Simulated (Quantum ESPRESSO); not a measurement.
Cs2LiScF6, space group Fm-3m (No. 225):

```
Cs2LiScF6
1.0
    0.00000     4.39574     4.39574
    4.39574     0.00000     4.39574
    4.39574     4.39574     0.00000
Cs Li Sc F
2 1 1 6
Direct
  0.75000   0.75000   0.75000
  0.25000   0.25000   0.25000
  0.50000   0.50000   0.50000
  0.00000   0.00000   0.00000
  0.76533   0.23467   0.23467
  0.23467   0.76533   0.76533
  0.23467   0.76533   0.23467
  0.76533   0.23467   0.76533
  0.23467   0.23467   0.76533
  0.76533   0.76533   0.23467
```
Geometry: a computed entry of the Materials Project; it was not checked against measured cells. It is Cs2LiScF6 in Fm-3m; whether this form has been observed was not checked. Stability against distortions was not tested. The run has no spin polarisation.

```
site  Wyckoff letter  site symmetry
----  --------------  -------------
Cs                 c           -43m
Li                 b           m-3m
Sc                 a           m-3m
F                  e            4mm
```

Cores are frozen. Against all-electron runs on small test molecules, this scheme's |Vzz| missed by −6 to +4 % (−29 % in KF) on F.

Question: Where does symmetry force the field gradient to vanish or to be axial, and what does PBE PAW (JTH datasets; density from pw.x of a modified build of Quantum ESPRESSO, gradients reconstructed from it by a script) give?

Answer: 
```json
[
 {"site": "Cs", "by symmetry": "vanishes (cubic site)", "Vzz (a.u.)": "0", "η_Q": "–"},
 {"site": "Li", "by symmetry": "vanishes (cubic site)", "Vzz (a.u.)": "0", "η_Q": "–"},
 {"site": "Sc", "by symmetry": "vanishes (cubic site)", "Vzz (a.u.)": "0", "η_Q": "–"},
 {"site": "F", "by symmetry": "axial, η = 0 (an axis of order 3 or more)", "Vzz (a.u.)": "0.426", "η_Q": "0.00"}
]
```
